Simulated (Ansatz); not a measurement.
Relaxing BiIr in the rocksalt type

First guess:

```xyz
2
Lattice="0.0000 2.8437 2.8437 2.8437 0.0000 2.8437 2.8437 2.8437 0.0000" Properties=species:S:1:pos:R:3 pbc="T T T"
Ir    0.0000    0.0000    0.0000
Bi    2.8437    2.8437    2.8437
```

The calculation used DFT, PBE, PAW with Ansatz's default frozen-core files, scalar-relativistic in Ansatz 0.2.0.

Cell and atoms relax within the symmetry of the start on a 12×12×12 k mesh with 0.08 eV Fermi–Dirac smearing.

The start is built from a prototype, known or not as a phase of this compound; the cutoff is 420 eV.

No spin–orbit coupling, which matters for the heavy atoms here.

(1) What is the pressure of the first guess?

(2) What does it relax to?

(3) How much energy does the relaxation release?

Answers

(1) -3.52 GPa.

(2) a = 5.625 Å, b = 5.625 Å, c = 5.625 Å, α = 90.00°, β = 90.00°, γ = 90.00° (conventional cell), 22.25 Å³ per atom:
Space group Fm-3m (No. 225). a = 5.625 Å, b = 5.625 Å, c = 5.625 Å, α = 90.00°, β = 90.00°, γ = 90.00°
```tsv
atom	site	symmetry	x	y	z
Ir	4a	m-3m	0.0000	0.0000	0.0000
Bi	4b	m-3m	0.5000	0.0000	0.0000
```

(3) 8 meV/atom.
